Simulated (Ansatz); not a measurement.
**Hf: energy along a strain**

Hf, Fm-3m, a = 4.440 Å (as given, not relaxed at this level: -1.5 GPa). This isn't the element's structure at ambient conditions. Ansatz: PBEsol, PAW, 420 eV, Γ-centred 18×18×18 mesh on 1 atom, Gaussian smearing 0.15 eV; no spin polarisation. Cell vectors (Å): 0.000 2.220 2.220; 2.220 0.000 2.220; 2.220 2.220 0.000. The cell is strained by x per cent times the pattern (1 0 0 0 0 0) in the order xx yy zz yz xz xy (engineering shears), with fractional coordinates held. y is the free energy over the start, V0 = 21.882 Å³/atom.

```
x (%) y (meV/atom)
-2.00             ?
-1.00         -1.10
 0.00          0.00
 0.50          1.28
 1.50          5.24
 2.00          7.90
```

**Question.** Fit y = c1 x + c2 x² + c3 x³ to the other rows, get the stiffness along the pattern, and predict the missing energy.

**Answer.** Least squares on the rows shown. y = 2.080 x + 0.9649 x² − 0.01494 x³. The clamped-ion stiffness p·C·p = 2 × 9.649 eV × 160.2 / 21.882 Å³ = 141 GPa, which is C11 in these axes (second derivative at the start, which stands under stress). At x = -2.00 the fit asked for gives -0.18 meV/atom. The run gave -0.23 meV/atom, so the fit is 0.05 meV/atom too high, a small miss on the scale of the series. The form still works here, 33 % of the fitted range beyond its end.

Spin–orbit coupling is left out, which can shift energies with elements as heavy as these.